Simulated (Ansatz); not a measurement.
Ta₂C in space group P4/nmm (No. 129; Ta on 2a, Ta on 2c, C on 2c), DFT-PBE in the program Ansatz with PAW potentials, all energies at zero smearing, with the estimated change up to a 700 eV cutoff added, with one set of potentials and settings (totals compare only within such a set). Cell of 6 atoms (4 Ta, 2 C): -40228.598 eV.

```tsv
element	reference phase	E (eV/atom)
Ta	Im-3m, 1 atoms in the cell	-9932.2522
C	P6_3/mmc, 4 atoms in the cell	-250.9479
```

Formation energy per atom, worked out: (-40228.598 − 4×(-9932.2522) − 2×(-250.9479))/6 = 0.384 eV/atom (37 kJ per mol of atoms), at 0 K, without zero-point energy or fitted corrections.

The cell is a constructed one: a structure type filled with these elements; neither database checked (COD, Materials Project) lists it. COD files the formula under space group No. 164. Its standing as an ambient phase is unchecked. Symmetry was held in the PBE relaxation; its stability against distortions is not shown here. No spin polarisation was allowed. The references are the lowest solids computed at this level, not always the standard phases. Scalar-relativistic: spin–orbit coupling is off unless named, which matters more the heavier the elements.

Potentials: the later of the program's two PAW sets.
